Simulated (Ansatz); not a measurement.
A relaxed structure of MgF2 is spoiled in several ways and relaxed again each time (noise and exchanges are one random draw each; pressure is positive under compression). These are PBEsol (plane waves to 420 eV, PAW, scalar-relativistic; Ansatz, a program for electronic structure) values and carry that method's errors.

Space group P4₂/mnm (No. 136); a = b = 4.6389 Å, c = 3.0624 Å, α = β = γ = 90.00°

```tsv
atom	site	symmetry	x	y	z
Mg	2a	m.mm	0.0000	0.0000	0.0000
F	4f	m.2m	0.3034	0.3034	0.0000
```

| change | first pressure (GPa) | largest first force (eV/Å) | released (eV/atom) | moves | outcome | final group | E − E(parent) (eV/atom) |
|---|---|---|---|---|---|---|---|
| with every coordinate shifted by Gaussian noise of σ = 0.3 Å | 29.0 | 11.22 | 0.81 | 6 | returns to the parent | P4₂/mnm | 0.000 |
| with one F and one Mg atom exchanged in a cell of 6 atoms | – | – | 1.4 | 40 | trapped higher | Amm2 | +0.568 |
| deformed by the Cartesian strain tensor (xx, yy, zz, yz, xz, xy) = (0.096, -0.095, 0.085, 0.090, -0.010, 0.086) | ___ | 0.69 | ___ | 13 | ___ | ___ | ___ |

**Question.** Some entries are withheld; supply them.

**Answer.** 
- deformed by the Cartesian strain tensor (xx, yy, zz, yz, xz, xy) = (0.096, -0.095, 0.085, 0.090, -0.010, 0.086), first pressure (GPa): -1.2
- deformed by the Cartesian strain tensor (xx, yy, zz, yz, xz, xy) = (0.096, -0.095, 0.085, 0.090, -0.010, 0.086), released (eV/atom): 0.22
- deformed by the Cartesian strain tensor (xx, yy, zz, yz, xz, xy) = (0.096, -0.095, 0.085, 0.090, -0.010, 0.086), outcome: returns to the parent
- deformed by the Cartesian strain tensor (xx, yy, zz, yz, xz, xy) = (0.096, -0.095, 0.085, 0.090, -0.010, 0.086), final group: P4₂/mnm
- deformed by the Cartesian strain tensor (xx, yy, zz, yz, xz, xy) = (0.096, -0.095, 0.085, 0.090, -0.010, 0.086), E − E(parent) (eV/atom): 0.000

First-step values come from each run's starting, coarser k-mesh (5×5×8, 5×6×7). The runs use different k-meshes, so differences are rounded accordingly. No spin polarisation in the result.
